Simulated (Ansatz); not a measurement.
Question: Name crystals whose computed values (DFT-PBEsol in the program Ansatz with PAW potentials) fall in these windows: Θ_D (K) 290 to 370; G_Hill (GPa) 100 to 140; highest Γ mode, no LO–TO term (cm⁻¹) 140 to 190.

Answer: 

```tsv
crystal	Θ_D (K)	G_Hill (GPa)	highest Γ mode, no LO–TO term (cm⁻¹)
ZrPt3, Cu3Au type	340	117	178
TiPt3, Cu3Au type	358	124	179
HfOs, CsCl type	339	125	157
ZrOs, CsCl type	360	106	186
HfRu, CsCl type	353	103	171
```
Others may fit too.

Standing as an ambient phase not checked: ZrPt3, Cu3Au type; HfOs, CsCl type; ZrOs, CsCl type; HfRu, CsCl type. All cells were relaxed under the symmetry of their starts (and spin orders); stability against distortions was not tested throughout. Rows with no word on spin ran without spin polarisation. Spin–orbit coupling is left out wherever it is not named.

Potentials: the later of the program's two PAW sets.
